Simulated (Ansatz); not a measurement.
Problem. Name crystals whose computed values (plane-wave PAW PBEsol (Ansatz code)) fall in these windows: Θ_D (K) 620 to 740; G_Hill (GPa) 140 to 190; B₀ by P(V) fit (GPa) 220 to 300.

Solution. 

| crystal | Θ_D (K) | G_Hill (GPa) | B₀ by P(V) fit (GPa) |
|---|---|---|---|
| ZrN, rock salt | 679 | 162 | 269 |
| ZrN, NiAs type | 674 | 160 | 264 |
| MnSi, P2_13 (Mn on 4a, Si on 4a) | 725 | 150 | 221 |
| ZrC, rock salt | 710 | 171 | 236 |
| VCo3, Cu3Au type | 645 | 165 | 278 |
Others may fit too.

Spin orders computed, not proven ground states: MnSi, P2_13 (Mn on 4a, Si on 4a) ferromagnetic. Not the usual ambient phase: ZrN, NiAs type. Standing as an ambient phase not checked: VCo3, Cu3Au type. Perhaps ordered models of mixed-site phases: VCo3, Cu3Au type. All cells were relaxed under the symmetry of their starts (and spin orders); stability against distortions was not tested throughout. Rows with no word on spin ran without spin polarisation. Scalar-relativistic: spin–orbit coupling is off unless named, which matters more the heavier the elements.

Potentials: the later of the program's two PAW sets.
